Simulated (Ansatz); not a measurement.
Starting cell, CsPbBr3 (cubic perovskite):

```
CsPbBr3
1.0
   12.00556     0.00000     0.00000
    0.00000     6.00278     0.00000
    0.00000     0.00000     6.00278
Cs Pb Br
2 2 6
Direct
  0.00000   0.00000   0.00000
  0.50000   0.00000   0.00000
  0.25000   0.50000   0.50000
  0.75000   0.50000   0.50000
  0.00000   0.50000   0.50000
  0.50000   0.50000   0.50000
  0.25000   0.50000   0.00000
  0.75000   0.50000   0.00000
  0.25000   0.00000   0.50000
  0.75000   0.00000   0.50000
```

A phonon eigenvector at X = (0.5, 0.0, 0.0) is frozen into this cell: atom i moves by Q times the vector below, so Q is the largest atomic displacement, in Å. The cell is held. It is one choice among 2 degenerate patterns. (q is in reciprocal vectors of the primitive cell; the cell shown is doubled to hold the pattern.)

| atom | x | y | z |
|---|---|---|---|
| Pb3 | 0.000 | 0.000 | -0.278 |
| Pb4 | 0.000 | 0.000 | 0.278 |
| Br7 | 0.000 | 0.000 | 1.000 |
| Br8 | 0.000 | 0.000 | -1.000 |
| Br9 | 0.000 | 0.000 | -0.129 |
| Br10 | 0.000 | 0.000 | 0.129 |

Atoms not listed stay in place.

Level of theory: PBE (plane waves to 420 eV, PAW, scalar-relativistic; Ansatz, a program for electronic structure). k mesh 3×6×6 (Γ-centred), Fermi-Dirac smearing 0.05 eV. E stands for the smeared free energy. CsPbBr3 was relaxed with its symmetry unable to fall. Spin-orbit coupling is left out, though Pb is heavy. This is a high-temperature form of CsPbBr3. The zero of ΔE is the undisplaced structure.

Task: Give the computed ΔE (eV/cell) and −dE/dQ from forces (eV/Å) at Q (Å) = -0.100, -0.083, -0.033, -0.017, 0.017, 0.033, 0.083, 0.100.

Result: 
```csv
Q (Å),ΔE (eV/cell),−dE/dQ from forces (eV/Å)
-0.100,0.0240,0.521
-0.083,0.0162,0.413
-0.033,0.0025,0.149
-0.017,0.0006,0.073
0.017,0.0006,-0.073
0.033,0.0025,-0.149
0.083,0.0162,-0.413
0.100,0.0240,-0.521
```

(A displaced cell: forces are minus the slopes of the energy, force constants its curvatures, and phonons follow from these.)
